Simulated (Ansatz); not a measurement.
La, omega (AlB2-type): geometry optimisation

Computed with Ansatz, DFT, r2SCAN, plane waves (500 eV) with PAW, scalar-relativistic. (PAW data from PBE, frozen cores regenerated.)

k-point mesh 6×6×9, Fermi-Dirac smearing 0.05 eV, starting moments 1.00 ×3 μB. Cell and atoms relax.

Starting structure:

```
La
1.0
     5.95745    0.00000    0.00000
    -2.97873    5.15931    0.00000
     0.00000    0.00000    3.65192
La
3
Direct
  0.00000 0.00000 0.00000
  0.33333 0.66667 0.50000
  0.66667 0.33333 0.50000
```

Question: What cell does the relaxation end in?

Answer: P6/mmm with a = 5.986 Å, c = 3.600 Å (c/a = 0.601); 37.23 Å³ per atom against 37.42 at the start (-0.5 %).

Question: How much energy does the relaxation gain?

Answer: 0.8 meV per atom.

Path of the relaxation (the plane waves are chosen anew near the end, which can shift the energy a little):

```
step  E − E(final) (meV/atom)  V (Å³/atom)  P (GPa)  max force (eV/Å)
   0                     0.79       37.416    -0.04             0.000
   1                     0.33       37.367    -0.03             0.000
   2                    -0.03       37.231     0.02             0.000
   3                     0.00       37.231     0.02             0.000
```

Question: Which magnetic state does it end in?

Answer: non-magnetic.
